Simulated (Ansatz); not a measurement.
input.yaml (Ansatz)

```yaml
crystal:
  lattice:
    - [0.0, 2.283383671, 2.283383671]
    - [2.283383671, 0.0, 2.283383671]
    - [2.283383671, 2.283383671, 0.0]
  atoms:
    - { symbol: Cr, position: [0.0, 0.0, 0.0], spin: 1.5, spin_axis: [0, 0, 1] }
    - { symbol: Cr, position: [0.5, 0.5, 0.5], spin: -1.5, spin_axis: [0, 0, 1] }
hamiltonian:
  xc: lda
  pseudopotentials:
    kind: paw_fr
    azcp:
      Cr: "pseudopotentials/Cr.paw.azcp"
basis:
  ecutwfc: 420
  fft_grid_basis: typed
kpoints:
  mp_grid: { grid: [12, 12, 12], shift: [0, 0, 0] }
magnetization:
  noncollinear: true
  spin_orbit: true
scf:
  occupations: { method: fermi_dirac, width: 0.05 }
```

and its output:

```
Warning: the record states the generating functional pbe (its physics header spells it `PBE`), which answers neither for hamiltonian.xc's functional nor for the lda family's — results may be inconsistent (PPs are generated against a specific XC)
Engine: ansatz 0.2.0, x86_64-unknown-linux-gnu
Pseudopotentials: kind: paw_fr
Pseudopotential: Cr, paw_fr, valence charge 14, recommended cutoff 420 eV (normal) 
Functional definition: SPW92
  exchange = slater_x
  correlation = pw_c
Crystal: 2 atoms, lattice volume = 23.810 Å³
Basis set: ecut = 420 eV, 459 PW (Γ)
Bands: 36, of which v1, the nominal top of the filled ones, is band 28 counted from 1 (27 counted from 0)
Symmetry: 16 space group operations + 16 with time reversal
Magnetic group: BNS 140.550 (UNI 1210), of the structure as read, at distance tolerance 2.9e-5 Å
k-points: 163 of 1728
Projection manifold: j_resolved (fully-relativistic pseudo-atomic orbitals)
Non-local potential: Cr, projectors of the file, l = 0: 3, l = 1: 4, l = 2: 6, l = 3: 2
PAW form: soft (Blöchl's): semilocal exchange-correlation on the pseudo side does not see the compensation charge
PAW frozen core: Cr, regenerated for the run's functional, and the local potential with it (the file was generated under x = pbe(κ = 0.804, μ = 0.2195149727645171), c = pbe(β = 0.06672455060314922))
PAW one-centre angular grid: Cr, 590 points (default); XC on 64 Gauss nodes
Initial density: superposition of atomic densities (chi_scale 0.1, normalization cell)
Starting moments: Σ|m| = 3 μB on 2 of 2 sites
Initial wavefunctions: pseudopotential atomic-orbital guess
Functional: x = slater, c = lda
SCF iter   1: F=—  HF=-6646.174787 eV  |F-HF|=—  |Δ(HF+E_count)|=         —  Δρ=1.93e-1  dr2=7.01e0  dr2_m=1.09e0  ethr=3.10e-3  |M|=1.95e-16 ∫|m|=1.61e0 μB  |m|>n=0.0e0 m-floor=1.2e-1 τ_xc=0.0e0  β_m=0.30  ⟨swp⟩=6.2  Hψ=26655  notcnv=0  defer=2
spin=Noncollinear: Kerker preconditioning applied to the charge; magnetization (m_x, m_y, m_z) channels mix plain (no charge-response kernel on spin).
SCF iter   2: F=—  HF=-6644.722133 eV  |F-HF|=—  |Δ(HF+E_count)|=    1.45e0  Δρ=1.00e-1  dr2=1.96e0  dr2_m=4.57e-1  ethr=3.10e-3  |M|=1.53e-16 ∫|m|=1.67e0 μB  |m|>n=0.0e0 m-floor=5.1e-3 τ_xc=5.3e-21  β_m=0.30  ⟨swp⟩=2.5  Hψ=12165  notcnv=0  defer=158
SCF iter   3: F=—  HF=-6644.213374 eV  |F-HF|=—  |Δ(HF+E_count)|=   5.09e-1  Δρ=4.86e-2  dr2=7.03e-2  dr2_m=1.29e-1  ethr=3.10e-3  |M|=4.36e-17 ∫|m|=1.80e0 μB  |m|>n=0.0e0 m-floor=5.1e-3 τ_xc=7.7e-21  β_m=0.30  ⟨swp⟩=2.9  Hψ=11790  notcnv=0  defer=158
SCF iter   4: F=—  HF=-6644.193115 eV  |F-HF|=—  |Δ(HF+E_count)|=   2.03e-2  Δρ=4.59e-2  dr2=1.07e-2  dr2_m=1.15e-1  ethr=2.51e-4  |M|=4.28e-17 ∫|m|=1.69e0 μB  |m|>n=0.0e0 m-floor=5.1e-3 τ_xc=8.3e-21  β_m=0.30  ⟨swp⟩=2.8  Hψ=12799  notcnv=0  defer=104
SCF iter   5: F=—  HF=-6644.200814 eV  |F-HF|=—  |Δ(HF+E_count)|=   7.70e-3  Δρ=3.76e-2  dr2=1.67e-3  dr2_m=7.71e-2  ethr=3.81e-5  |M|=6.73e-17 ∫|m|=1.64e0 μB  |m|>n=0.0e0 m-floor=5.1e-3 τ_xc=8.2e-21  β_m=0.30  ⟨swp⟩=2.2  Hψ=11446  notcnv=0  defer=104
SCF iter   6: F=—  HF=-6644.206986 eV  |F-HF|=—  |Δ(HF+E_count)|=   6.17e-3  Δρ=3.42e-2  dr2=4.83e-5  dr2_m=6.37e-2  ethr=5.96e-6  |M|=4.59e-18 ∫|m|=1.56e0 μB  |m|>n=0.0e0 m-floor=5.1e-3 τ_xc=8.0e-21  β_m=0.30  ⟨swp⟩=2.1  Hψ=9927  notcnv=0  defer=104
...
SCF iter  25: F=-6644.268671 eV  HF=-6644.268671 eV  |F-HF|=6.98e-9  |Δ(HF+E_count)|=   1.23e-5  Δρ=1.13e-4  dr2=8.65e-7  dr2_m=3.02e-7  ethr=6.17e-8  |M|=6.87e-20 ∫|m|=3.25e-3 μB  |m|>n=0.0e0 m-floor=5.1e-3 τ_xc=4.7e-25  β_m=0.60  ⟨swp⟩=2.1  Hψ=10378  notcnv=0  defer=104
SCF iter  26: F=-6644.268671 eV  HF=-6644.268671 eV  |F-HF|=4.69e-8  |Δ(HF+E_count)|=   3.27e-7  Δρ=3.46e-5  dr2=9.29e-8  dr2_m=4.58e-9  ethr=3.57e-10  |M|=1.48e-20 ∫|m|=5.11e-4 μB  |m|>n=0.0e0 m-floor=5.1e-3 τ_xc=4.8e-26  β_m=0.80  ⟨swp⟩=3.5  Hψ=20616  notcnv=0
SCF iter  27: F=-6644.268671 eV  HF=-6644.268671 eV  |F-HF|=1.95e-9  |Δ(HF+E_count)|=   6.72e-8  Δρ=5.04e-6  dr2=2.94e-9  dr2_m=1.37e-10  ethr=3.32e-10  |M|=3.83e-21 ∫|m|=8.48e-5 μB  |m|>n=0.0e0 m-floor=5.1e-3 τ_xc=6.6e-28  β_m=0.88  ⟨swp⟩=2.0  Hψ=11128  notcnv=0
SCF iter  28: F=-6644.268671 eV  HF=-6644.268671 eV  |F-HF|=3.64e-11  |Δ(HF+E_count)|=  5.49e-10  Δρ=7.83e-7  dr2=1.27e-10  dr2_m=2.18e-11  ethr=1.05e-11  |M|=5.60e-22 ∫|m|=3.14e-5 μB  |m|>n=0.0e0 m-floor=5.1e-3 τ_xc=5.5e-29  ⟨swp⟩=2.0  Hψ=11146  notcnv=0
at 4 of the mixer's solves, the last at iteration 23, it left a direction of its history that read negative out of its fit and stepped the other way along it
WARN: the starting moments were not kept: the SCF closed with an absolute magnetisation of 3.1e-5 μB, where they sum to 3 μB in size (2 sites). That is at most 0.1 of that sum. Measured as dr2_m measures the in/out step, that magnetisation stands 5.1e-10 eV from none, at or under the dr2_threshold of 1.0e-7 eV: it is no larger than a step whose dr2_m would equal this threshold. The system may hold no moment; this SCF shows only that its start led to no more than that. To try another start: raise the starting moments (crystal.atoms[].spin, magnetization.per_species, magnetization.initial_magnetization, or on a non-collinear deck that types none of these the spinor_matrix: blocks that start its atoms; where the total moment is fixed, keep their sum and leave initial_magnetization as it is; typed ones take the place of any that the run laid by itself, positive ones on a crystal's lanthanoids without a Hubbard term where scf.initial_density.shell_occupations: [] is typed) or, if the notice of its spin-set hold's release reads "site moments contracting" or "site moments show no strong build", lengthen the hold (scf.mixing.spin_hold: { on: { confirm: 4 } }; for m-r²SCAN on two components see the key's manual first). Each may lead to a state that holds a moment. A second SCF, from the converged charge density, with the starting moments and any scf.initial_density.shell_occupations laid on it anew, would have followed, and was not run: the deck does not ask for one (magnetization.retry_lost_moments is false, the default). To let it run, set magnetization.retry_lost_moments: true and run the deck again, where that key's refused combinations let it; where memory then withholds it, that run's warning says so.
SCF 1 converged in 28 iterations: F = -6644.268671 eV  dr2 = 1.27e-10
SCF converged after 28 iterations
Magnetization: |M| = 0.0000 μB,  M = (+0.0000, -0.0000, +0.0000) μB
Absolute magnetization: 0.0000 μB (∫|m|, with the PAW one-centre terms)
  site 0: m = (-0.0000, -0.0000, +0.0000) μB, |m| = 0.0000 μB  (R = 0.94 Å)
  site 1: m = (-0.0000, +0.0000, -0.0000) μB, |m| = 0.0000 μB  (R = 0.94 Å)
Free energy (F): -6644.268671 eV
Harris-Foulkes:  -6644.268671 eV  (|F-HF|=3.64e-11)
Internal energy: -6644.243451 eV  (E = F + TS)
E sigma→0 (E₀):  -6644.256061 eV
Entropy (-TS):   -0.025220 eV (-12.610 meV/atom)
Fermi energy:    18.461247 eV
--- Per-component energies (eV) ---
  E_band       = -306.129627
  E_kinetic    = 693.606902
  E_local      = -2552.428252  (includes V_loc(G=0)·N_el)
  E_nonlocal   = 173.616716
  E_hartree    = 1113.003098
  E_xc         = -278.093880
  E_vxc        = -356.738463  (∫ρ·V_xc dr)
  E_paw        = -2287.697125  (= ΣΔE_a)
  E_vpaw       = -490.193836  (= ΣTr[D̂ρ^β])
  E_aug_tail   = 0.000668  (compensation charges beyond the density's cutoff)
  E_ewald      = -3506.984549
  E_core_change = 0.732970  (= ΣΔE_core)
  E_smearing   = -0.025220  (= −TS)
  E_closure    = 0.000000  (closes the sum)
  Σ components = -6644.268671   (vs F -6644.268671, Δ=0.00e0)
```

Launched by

```sh
ansatz run input.yaml --threads 2 --pin off --max-ram 5120MiB --backend cpu --events-out ev --progress --plain --runs-dir out
```

On 2 threads of AMD EPYC 7R43 64-Core Processor (Zen 3) (shared host) this took about 54 s of wall time and 100 s of CPU time.
